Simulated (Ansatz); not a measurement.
Al (fcc (Cu type), Fm-3m) under volume change, DFT-LDA in the program Ansatz with PAW potentials, scaled uniformly.

```tsv
V (Å³/atom)	E − E(relaxed) (meV/atom)	P (GPa)
14.378	39.4	9.71
14.852	16.4	5.90
15.326	3.9	2.69
15.800	0.0	0.00
16.274	[?]	[?]
16.748	13.1	-4.23
17.222	[?]	[?]
```

Problem. Fill in the missing entries.

Solution. 
- 16.274, E − E(relaxed) (meV/atom): 3.4
- 16.274, P (GPa): -2.27
- 17.222, E − E(relaxed) (meV/atom): 28.2
- 17.222, P (GPa): -5.91

Problem. What does a third-order Birch–Murnaghan fit give for V₀, B₀ and B′?

Solution. V₀ = 15.80 Å³/atom, B₀ = 83.0 GPa, B′ = 4.5.

The LDA relaxation kept the symmetry of its start.

Potentials: the earlier of the program's two PAW sets. The files were generated under PBE; for other functionals the program regenerates the frozen cores, and for LDA and PBEsol the local potential too.
